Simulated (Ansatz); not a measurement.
A trial cell of ScPtC6N6, before relaxation:

```
Sc Pt C N
1.0
     0.00000    5.19950    5.19950
     5.19950    0.00000    5.19950
     5.19950    5.19950    0.00000
Sc Pt C N
1 1 6 6
Cartesian
  0.0000 0.0000 0.0000
  5.1995 5.1995 5.1995
  2.0220 5.1995 5.1995
  5.1995 2.0220 5.1995
  5.1995 5.1995 2.0220
  8.3770 5.1995 5.1995
  5.1995 8.3770 5.1995
  5.1995 5.1995 8.3770
  3.1920 5.1995 5.1995
  5.1995 3.1920 5.1995
  5.1995 5.1995 3.1920
  7.2070 5.1995 5.1995
  5.1995 7.2070 5.1995
  5.1995 5.1995 7.2070
```

The calculation used DFT PBE, scalar-relativistic, plane waves, PAW (Ansatz). Cutoff 420 eV, Gaussian smearing, Γ-centred meshes. Cell and atoms relax first on a coarse mesh and then on a finer one. In between, the cell is made exact in the group found at 0.06 Å. In metals the finer mesh still leaves noise of several meV/atom or more. The steps can't lower the symmetry of their start. Collinear spin is switched on along the way, since trial moments persisted in a coarse test.

A guess keeps its type if space group and coordination stay and the shape of the cell changes little (axis ratios within about 15 %, angles within 6°); the volume may change.

Q: Does it keep its structure type, or change into something else?

A: It keeps its type. The symmetry stays Fm-3m (No. 225). The volume per atom grows by 23.0 %, from 20.1 to 24.7 Å³. The shortest distance stays 1.17 Å (C–N). Counting neighbours within 15 % of an atom's shortest distance, the start has C 1, N 1, Pt 6, Sc 6 and the end C 1, N 1, Pt 6, Sc 6.

The last run used collinear spin, a 6×6×6 mesh for its 14-atom cell and Gaussian smearing of 0.10 eV. These runs have no spin–orbit coupling, which can matter for Pt. The magnetic state reached may not be the lowest. Symmetry constrained the relaxation, so the result can be a saddle point.
